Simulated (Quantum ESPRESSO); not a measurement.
pw.x input (Quantum ESPRESSO 7.5; PBEsol, PseudoDojo standard norm-conserving files, scalar-relativistic):

```
&CONTROL
  calculation = 'scf'
  pseudo_dir = './pseudo'
  outdir = './out'
  tprnfor = .true.
  tstress = .true.
/
&SYSTEM
  ibrav = 0
  nat = 10
  ntyp = 3
  ecutwfc = 98.0
  ecutrho = 392.0
  occupations = 'smearing'
  smearing = 'fd'
  degauss = 0.002
  nbnd = 57
/
&ELECTRONS
  conv_thr = 1e-09
/
ATOMIC_SPECIES
O 15.9990 O.upf
Na 22.9898 Na.upf
Ni 58.6934 Ni.upf
CELL_PARAMETERS angstrom
  1.432710000000  -5.108250000000   0.000000000000
  1.432710000000   5.108250000000   0.000000000000
  0.000000000000   0.000000000000   8.301130000000
ATOMIC_POSITIONS crystal
O   0.277690000000   0.722310000000   0.906470000000
O   0.722310000000   0.277690000000   0.406470000000
O   0.480170000000   0.519830000000   0.089840000000
O   0.519830000000   0.480170000000   0.589840000000
Na   0.604740000000   0.395260000000   0.847560000000
Na   0.395260000000   0.604740000000   0.347560000000
Na   0.148570000000   0.851430000000   0.169220000000
Na   0.851430000000   0.148570000000   0.669220000000
Ni   0.877950000000   0.122050000000   0.001620000000
Ni   0.122050000000   0.877950000000   0.501620000000
K_POINTS automatic
10 10 4 0 0 0
```

End of the output:

```

[...]
     the Fermi energy is     7.9723 ev
!    total energy              =   -1167.75678213 Ry
     estimated scf accuracy    <          8.9E-11 Ry
     smearing contrib. (-TS)   =      -0.00000016 Ry
     internal energy E=F+TS    =   -1167.75678197 Ry
     The total energy is F=E-TS. E is the sum of the following terms:
     one-electron contribution =    -794.49063348 Ry
     hartree contribution      =     434.25258284 Ry
     xc contribution           =    -171.99004551 Ry
     ewald contribution        =    -635.52868582 Ry
     convergence has been achieved in  12 iterations
     Forces acting on atoms (cartesian axes, Ry/au):
     atom    1 type  1   force =     0.00000000   -0.02593397    0.02038294
     atom    2 type  1   force =     0.00000000    0.02593397    0.02038294
     atom    3 type  1   force =     0.00000000    0.02678024   -0.02065034
     atom    4 type  1   force =     0.00000000   -0.02678024   -0.02065034
     atom    5 type  2   force =     0.00000000    0.00077016   -0.00096150
     atom    6 type  2   force =     0.00000000   -0.00077016   -0.00096150
     atom    7 type  2   force =     0.00000000    0.00016528   -0.00007992
     atom    8 type  2   force =     0.00000000   -0.00016528   -0.00007992
     atom    9 type  3   force =     0.00000000   -0.00185856    0.00130882
     atom   10 type  3   force =     0.00000000    0.00185856    0.00130882
     Total force =     0.066908     Total SCF correction =     0.000037
     Computing stress (Cartesian axis) and pressure
          total   stress  (Ry/bohr**3)                   (kbar)     P=      -52.86
  -0.00054369   0.00000000   0.00000000          -79.98        0.00        0.00
   0.00000000  -0.00035312   0.00000000            0.00      -51.95        0.00
   0.00000000   0.00000000  -0.00018123            0.00        0.00      -26.66
```
In a gapped system the printed Fermi energy is only some level inside the gap.

Geometry of the Materials Project entry, not relaxed at this level.

The runs are not spin-polarised; magnetic order was not tried.
